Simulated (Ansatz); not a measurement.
SiC$_{2}$: structures and their energies

5 relaxations of SiC2 ended in 4 distinct structures. All values below come from PBE (plane waves to 420 eV, PAW, scalar-relativistic; Ansatz, a program for electronic structure).

```csv
#,space group,Pearson,type,E − E(lowest) (eV/atom),V (Å³/atom),"gap (eV, no SOC)",coordination,runs ending here
1,P-3m1,hP6,–,0.000,9.11,1.45,–,1
2,P4₁2₁2,tP12,–,0.337,19.17,0.82,–,1
3,P6₄22,hP9,–,0.664,16.55,1.07,–,1
4,P4₂/mnm,tP6,rutile type,1.40,10.15,0.00,"Si 6 (octahedral), C 3",2
```

Coordination numbers (neighbours up to the widest gap in distance over summed covalent radii, below 1.35; n+m marks a second, longer set). P-3m1, hP6 is the lowest of the structures calculated here.

```cif
data_C4Si2
_chemical_formula_sum 'Si2 C4'
_space_group_name_H-M_alt 'P-3m1'
_space_group_IT_number 164
_space_group_name_Hall '-P 3 2"'
_cell_length_a 2.94764
_cell_length_b 2.94764
_cell_length_c 7.26347
_cell_angle_alpha 90.000
_cell_angle_beta 90.000
_cell_angle_gamma 120.000
loop_
_atom_site_label
_atom_site_type_symbol
_atom_site_symmetry_multiplicity
_atom_site_Wyckoff_symbol
_atom_site_fract_x
_atom_site_fract_y
_atom_site_fract_z
_atom_site_occupancy
Si1 Si 2 d 0.33333 0.66667 0.29610 1
C1 C 2 c 0.00000 0.00000 0.38972 1
C2 C 2 d 0.33333 0.66667 0.03473 1
```

Each run could gain symmetry but not lose that of its start, so entries can be saddle points. All of these are generated cells (placed on structure types, drawn at random, substituted or restacked) that were not matched to a known phase here. The real structure of this composition may not be among these, and whether this composition forms is not checked here. Energies are at zero temperature and pressure, without zero-point motion. No spin polarisation in the result. Gaps of cells over 8 atoms come from the SCF mesh and high-symmetry points alone.
